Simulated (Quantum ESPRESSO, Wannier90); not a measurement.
Tight-binding from DFT: InBi (P4/nmm)

```
InBi
1.0
    4.91082     0.00000     0.00000
    0.00000     4.91082     0.00000
    0.00000     0.00000     5.22228
In Bi
2 2
Direct
  0.50000   0.50000   0.00000
  0.00000   0.00000   0.00000
  0.50000   0.00000   0.36001
  0.00000   0.50000   0.63999
```

Structure: Materials Project mp-23313, symmetrised, not relaxed again. COD (Crystallography Open Database) has an entry of this formula and space group (matched by these alone). Computed values, not measurements, from LDA: Quantum ESPRESSO (norm-conserving PseudoDojo potentials, cutoff 56 Ry, no spin polarisation, no spin-orbit coupling) on a Γ-centred 6×6×6 mesh, then Wannier90. Density: 8×8×8 mesh, cold smearing 0.01 Ry. Spin-orbit coupling is left out although heavy elements are present.

Base run: 16 functions from bands 21-46 of the 46 computed, start hydrogen-like In: s;p; Bi: s;p, centres 0.05 Å off the atoms, frozen window up to 1.50 eV relative to the Fermi level, outer window open. One thing is changed at a time; window edges are relative to the Fermi level. The misfit compares interpolated bands with pw.x on a high-symmetry path, for states up to 1.0 eV relative to the Fermi level. Converged means that the tolerances were met: symmetric starts can stop on a saddle, which shows as a larger Ω_OD at equal Ω_I and can move the misfit too.

```csv
setting,functions,frozen to (eV),Ω_I (Å²),Ω_D (Å²),Ω_OD (Å²),rms misfit (meV),worst (meV),ended
base,16,1.50,30.70,0.01,5.84,4.0,24,converged
```

Question: Starting from this base row, predict which settings stop with an error, and how Ω_I and the misfit move in the others: frozen window to 0.50 eV; frozen window to 5.50 eV; frozen window to -1.50 eV; frozen window to 6.33 eV; no frozen window; outer window to 6.14 eV; outer window to 9.14 eV.

Answer: 
```tsv
setting	functions	frozen to (eV)	Ω_I (Å²)	Ω_D (Å²)	Ω_OD (Å²)	rms misfit (meV)	worst (meV)	ended
frozen window to 0.50 eV	16	0.50	29.63	0.01	5.87	41	422	converged
frozen window to 5.50 eV	16	5.50	41.51	0.06	6.78	5.2	32	converged
frozen window to -1.50 eV	16	-1.50	28.88	0.00	5.82	78	480	converged
frozen window to 6.33 eV	16	6.33	–	–	–	–	–	stops: too many frozen states
no frozen window	16	none	28.51	0.00	5.96	113	583	converged
outer window to 6.14 eV	16	1.50	–	–	–	–	–	stops: too few bands in the window
outer window to 9.14 eV	16	1.50	38.55	0.03	6.15	5.3	44	converged
```
